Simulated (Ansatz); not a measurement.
Data:

Zn$_{2}$SeS:
```cif
data_SSeZn2
_chemical_formula_sum 'Zn2 Se1 S1'
_space_group_name_H-M_alt 'P 1'
_space_group_IT_number 1
_cell_length_a 6.73478
_cell_length_b 6.73478
_cell_length_c 6.73478
_cell_angle_alpha 33.522
_cell_angle_beta 33.522
_cell_angle_gamma 33.522
loop_
_space_group_symop_operation_xyz
  'x, y, z'
loop_
_atom_site_label
_atom_site_type_symbol
_atom_site_fract_x
_atom_site_fract_y
_atom_site_fract_z
_atom_site_occupancy
Zn1 Zn 0.00391 0.00391 0.00391 1
Zn2 Zn 0.49625 0.49625 0.49625 1
Se1 Se 0.62434 0.62434 0.62434 1
S1 S 0.12547 0.12547 0.12547 1
```

This is the PBEsol-relaxed structure.

Q: All from PBEsol (plane waves, PAW; program Ansatz), unless another level is named. Give the Hill bulk and shear moduli.

A: 71.2 and 31.5 GPa.

Q: And the highest zone-centre frequency (without LO–TO term)?

A: 301 cm^-1.

Space group R3m. The first step of the workflow began from a Materials Project structure, measured or hypothetical; the Crystallography Open Database copy checked does not list it. Whether it is the stable phase at ambient conditions was not checked. The PBEsol relaxation kept the symmetry of its start; of distortions, only those at the zone centre were tested.

Potentials: the later of the program's two PAW sets.
